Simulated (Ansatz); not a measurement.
Polymorphs of WN$_{2}$, each relaxed with plane-wave PAW LDA (Ansatz code):

A: Fd-3m
a = b = c = 8.465 Å, α = β = γ = 90.00°

```json
[
 {"atom": "W", "site": "8a", "symmetry": "-43m", "x": "0.0000", "y": "0.0000", "z": "0.0000"},
 {"atom": "N", "site": "16c", "symmetry": ".-3m", "x": "0.1250", "y": "0.1250", "z": "0.1250"}
]
```

B: P6_3/mmc
a = b = 2.883 Å, c = 7.696 Å, α = β = 90.00°, γ = 120.00°

```
atom  site  symmetry       x       y       z
----  ----  --------  ------  ------  ------
W       2d      -6m2  0.6667  0.3333  0.2500
N       4e       3m.  0.0000  0.0000  0.0898
```

Question: Order them by energy per atom at 0 K (lowest first) at the level LDA.

Answer: B (+0 meV/atom), A (+383 meV/atom)

Question: Give each one's gap.

Answer: A 0.71 eV; B 1.37 eV.

Standing as an ambient phase not checked: A; B. All cells were relaxed under the symmetry of their starts (and spin orders); stability against distortions was not tested throughout. Rows with no word on spin ran without spin polarisation. Scalar-relativistic: spin–orbit coupling is off unless named, which matters more the heavier the elements.

Energies hold the estimated change up to a 700 eV cutoff; steps of a few meV lie near the error of the meshes.

Potentials: the later of the program's two PAW sets.
